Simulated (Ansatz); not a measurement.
ZnSe (zinc blende, F-43m), plane-wave PAW LDA (Ansatz code). The conduction-band minimum lies at Γ, with 1 equivalent valley. Second derivatives d²E/dk² of the lowest band at one valley (eV·Å²), along Cartesian directions:

```tsv
direction	d²E/dk²
[100]	84.61
[010]	84.61
[001]	84.61
[110]	84.51
[101]	84.51
[011]	84.51
```

Q: Find the principal effective masses, the density-of-states mass and the conductivity mass.

A: Off-diagonal terms follow from H_xy = H[110] − (H_xx + H_yy)/2, and m*/mₑ = 7.620 eV·Å² over each eigenvalue: 0.090, 0.090, 0.090. One valley's DOS mass (m₁m₂m₃)^(1/3) = 0.090, conductivity mass 3/(Σ 1/mᵢ) = 0.090 mₑ.

Q: What effective density of states Nc follows at 300 K for parabolic valleys?

A: Nc = 2.509e19 × 1 × (0.090)^(3/2) ≈ 6.8e17 cm⁻³.

Q: With the computed static dielectric constant 10.1 (mean of the diagonal), estimate a hydrogenic donor's binding energy and radius.

A: E = 13.606 eV × 0.090/10.1² ≈ 12 meV; a = 0.529 Å × ε/m* ≈ 59 Å. Semilocal masses tend to be too small where the gap is.

Q: With ε∞ = 7.52 and ω_LO = 253 cm⁻¹, what Fröhlich coupling constant follows?

A: α = (1/ε∞ − 1/ε0) √(m* × 13.606 eV/ħω_LO) = 0.21.

The cell was relaxed with LDA under the symmetry of its start; phonons on a q-mesh show no instability. Spin–orbit coupling is left out wherever it is not named.

Potentials: the later of the program's two PAW sets.
